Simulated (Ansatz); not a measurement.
One crystal and one scan (energy against volume) at two levels, r2SCAN (plane waves to 500 eV, PAW, scalar-relativistic; Ansatz, an electronic-structure program) and PBE (plane waves to 420 eV, PAW, scalar-relativistic; Ansatz), each from its own relaxed cell and on its own mesh. The cell shown is that of r2SCAN.

CsBr (CsCl type)

```yaml
crystal:
  lattice:
    - [4.32348, 0.00000, 0.00000]
    - [0.00000, 4.32348, 0.00000]
    - [0.00000, 0.00000, 4.32348]
  atoms:
    - { symbol: Cs, position: [0.00000, 0.00000, 0.00000] }
    - { symbol: Br, position: [0.50000, 0.50000, 0.50000] }
```

The volume is varied about the relaxed value V₀ at fixed cell shape. Symmetry pins the atoms to their sites.

The energy includes the smearing's −TS. CsBr was relaxed with its symmetry unable to fall. Percentages come from the unrounded values. Both scans cover V/V₀ from 0.940 to 1.060.

Results of r2SCAN:

| Item | Result |
|---|---|
| Lattice constant a (Å) | 4.323 |
| Pressure at the smallest volume (GPa) | 1.12 |
| Energy cost of the largest compression (meV/atom) | 8.0 |
| Energy cost of the largest expansion (meV/atom) | 6.2 |
| Bulk modulus B₀ (third-order Birch-Murnaghan fit) (GPa) | 15.4 |
| Pressure for 5 % compression (fit) (GPa) | 0.9 |

What does PBE give for the same quantities?


```
quantity                                                   PBE     r2SCAN − PBE
-------------------------------------------------------  -----  ---------------
Lattice constant a (Å)                                   4.389  -0.066 (-1.5 %)
Pressure at the smallest volume (GPa)                     0.89    +0.23 (+26 %)
Energy cost of the largest compression (meV/atom)          6.7     +1.3 (+19 %)
Energy cost of the largest expansion (meV/atom)            5.1     +1.1 (+22 %)
Bulk modulus B₀ (third-order Birch-Murnaghan fit) (GPa)   12.2     +3.2 (+26 %)
Pressure for 5 % compression (fit) (GPa)                   0.7             +0.2
```

r2SCAN gives the higher value for: pressure at the smallest volume; energy cost of the largest compression; energy cost of the largest expansion; bulk modulus B₀. r2SCAN gives the lower value for: lattice constant a. Neither level is exact: the differences show how much the result hangs on the functional.

(A scan under strain: stresses follow from slopes of the energy per volume, elastic moduli from its curvatures.)
